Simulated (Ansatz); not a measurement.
# Lattice vibrations of Ti2C at Γ

The calculation used DFT LDA, scalar-relativistic, plane waves, PAW in Ansatz 0.2.0. Settings: 420 eV plane-wave cutoff, Γ-centred 8×8×8 mesh, Fermi-Dirac smearing of 0.15 eV. No spin polarisation. Phonons by linear response, acoustic sum rule imposed.

Relaxed structure:
```
CELL_PARAMETERS angstrom
0.00000 4.23568 4.23568
4.23568 0.00000 4.23568
4.23568 4.23568 0.00000
ATOMIC_POSITIONS crystal
Ti 0.85932 0.38023 0.38023
Ti 0.38023 0.38023 0.38023
Ti 0.38023 0.38023 0.85932
Ti 0.86977 0.39068 0.86977
Ti 0.86977 0.86977 0.86977
Ti 0.39068 0.86977 0.86977
Ti 0.86977 0.86977 0.39068
Ti 0.38023 0.85932 0.38023
C 0.62500 0.62500 0.62500
C 0.12500 0.62500 0.62500
C 0.62500 0.62500 0.12500
C 0.62500 0.12500 0.62500
```

In a metal, frequencies and elastic constants depend on the k mesh and the smearing, soft modes and shear constants most.

(1) Is this structure stable against zone-centre distortions?

(2) List the optical modes at Γ (i marks imaginary ones).

Results:

(1) Yes, at Γ: no optical mode is imaginary. Strains and other wave vectors aren't tested by this run.

(2)
| frequency (cm⁻¹) | degeneracy |
| --- | --- |
| 217 | 3 |
| 248 | 3 |
| 253 | 3 |
| 266 | 2 |
| 272 | 2 |
| 274 | 3 |
| 332 | 1 |
| 346 | 3 |
| 358 | 1 |
| 609 | 3 |
| 629 | 3 |
| 642 | 2 |
| 711 | 3 |
| 733 | 1 |

Cost: 1 run of about 29 core-minutes, on AMD EPYC (Zen 3) (shared hosts).